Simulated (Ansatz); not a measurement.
A scan (energy against volume; even scaling of the relaxed cell, symmetry kept) gave these values. Method: PBE (plane waves to 420 eV, PAW, scalar-relativistic; Ansatz, a program for electronic structure).

The bulk modulus B₀ (third-order Birch-Murnaghan fit) is 246 GPa, the pressure derivative B₀′ (fit) comes out as 4.2 and the equilibrium volume of the fit comes out as 11.04 Å³/atom.

Q: Of these crystals, all scanned alike, which one is it?
A) HfO₂ (fluorite)
B) BAs (zinc blende)
C) Pd (fcc, Cu type)

A: A, HfO₂ (fluorite). The others have, for the bulk modulus: Pd 168 GPa, BAs 131 GPa

All were relaxed with their symmetry unable to fall. HfO2 is run without spin polarisation. Pd is run without spin polarisation. Spin-orbit coupling is left out. The PAW data are Ansatz's earlier set. This is a high-temperature form of HfO2.

(Under strain, the slope of the energy per volume gives the stress and its curvature an elastic modulus.)
